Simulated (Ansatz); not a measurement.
A geometry of Cr away from equilibrium: the start of the relaxation of a relaxed Cr cell displaced along its unstable phonon at q = (½, 0, 0) of its primitive reciprocal cell (218i cm⁻¹), largest move 0.15 Å. Calculation: PBE (plane waves to 420 eV, PAW, scalar-relativistic; Ansatz, a first-principles code). Γ-centred k-mesh 11×11×11 on the run's cell (coarser than for final values), Fermi–Dirac smearing 0.05 eV.

```xyz
4
Lattice="0.0000 5.0955 5.0955 2.5477 0.0000 2.5477 2.5477 2.5477 0.0000" Properties=species:S:1:pos:R:3:forces:R:3 pbc="T T T" free_energy=-13502.698 pressure_GPa=-1.8
Cr     1.1873     1.3605     1.3605   -0.3745    0.3745    0.3745
Cr     1.3605     3.7350     3.7350    0.8314   -0.8314   -0.8314
Cr     0.0866    -0.0866    -0.0866    0.3745   -0.3745   -0.3745
Cr     2.4611     5.1821     2.6343   -0.8314    0.8314    0.8314
```

Positions in Å, forces in eV/Å, free energy of the cell in eV (comparable only within this code, potentials and settings). Largest force: 1.44 eV/Å, on Cr2, Cr4 (atoms numbered as listed); the geometry lies 1.41 eV/atom above the end of its relaxation.

No spin polarisation in the result. A magnetic state may lie lower.

The run could not lose the symmetry of its start, so the end can be a saddle point.

The end of the path is a generated cell of Cr: the first start was made by placing the elements on the sites of a structure type, and the end was not matched to a known phase here, so it may be hypothetical. Known forms of Cr include space group No. 229.
